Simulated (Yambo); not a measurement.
Yambo run on GaAs (zinc blende, space group F-43m, No. 216). The wavefunctions are PBE (stringent potentials; pw.x of Quantum ESPRESSO, ONCV potentials, without SOC) ones on a 4×4×4 mesh (22 occupied bands); a = b = c = 4.003 Å, α = β = γ = 60.00°.

Yambo input:

```
rim_cut
HF_and_locXC
RandQpts= 1000000
RandGvec= 1 Ry
EXXRLvcs= 114 Ry
VXCRLvcs= 456 Ry
% QPkrange
 1 | 1 | 22 | 23 |
 3 | 3 | 22 | 23 |
 7 | 7 | 22 | 23 |
 8 | 8 | 22 | 23 |
%
```

k points by index: 1 = Γ, 3 = L, 7 = X, 8 = W.

The o-*.hf file then holds:

```
#    K-point    Band    Eo [eV]    Ehf [eV]    Vxc [eV]    Vnlxc [eV]
#
    1    22    0.000000    -1.609023    -14.34690    -15.95592
    1    23    0.493449    4.459357    -14.68688    -10.72098
    3    22    -1.134410    -3.157393    -13.47430    -15.49728
    3    23    0.996222    4.832354    -12.65488    -8.818750
    7    22    -2.661356    -5.284307    -12.38718    -15.01014
    7    23    1.479827    5.122091    -9.862687    -6.220423
    8    22    -3.319878    -5.965978    -11.48701    -14.13311
    8    23    4.610228    9.623041    -13.57940    -8.566590
```
Exchange alone, without screening.

Geometry relaxed with PBEsol.
